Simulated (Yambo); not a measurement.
One stored BSE kernel of dimension 1728 for ScTaPb2O6 (space group Fm-3m, No. 225) (Yambo, LDA bands; 4×4×4 mesh, 9 valence and 3 conduction bands, static screening with 93 bands and a 3 Ry block, scissor 0.55 eV, Tamm-Dancoff; broadening 0.15 eV; field along x), solved in several ways.

```csv
solver,iterations,largest change of Im ε (% of its maximum),rough time
"Haydock, threshold 2 %",5,67,within a factor of two
"Haydock, threshold 0.5 %",8,25,within a factor of two
"Haydock, threshold 0.1 %",15,4.4,within a factor of two
"Haydock, threshold 0.005 %",29,0.2,1
"SLEPc, lowest 10 states",–,no full spectrum,about 2×
"SLEPc, lowest 60 states",–,no full spectrum,about 2×
full diagonalisation,–,reference,about 4×
```

Haydock gives the spectrum without eigenstates, SLEPc the lowest states alone, full diagonalisation everything at a cost that grows as the cube of the dimension. Times include reading the kernel. Times are rough ratios from shared machines. Mesh and scissor weren't tested; the rows compare only with each other.

Spin-orbit coupling is not included.

Geometry of the Materials Project entry, not relaxed at this level; primitive cell a = 5.8057 Å, b = 5.8057 Å, c = 5.8057 Å, α = 60.00°, β = 60.00°, γ = 60.00°.

The structure is a Materials Project entry; no match was found in the copy of COD used, and its stability was not checked.
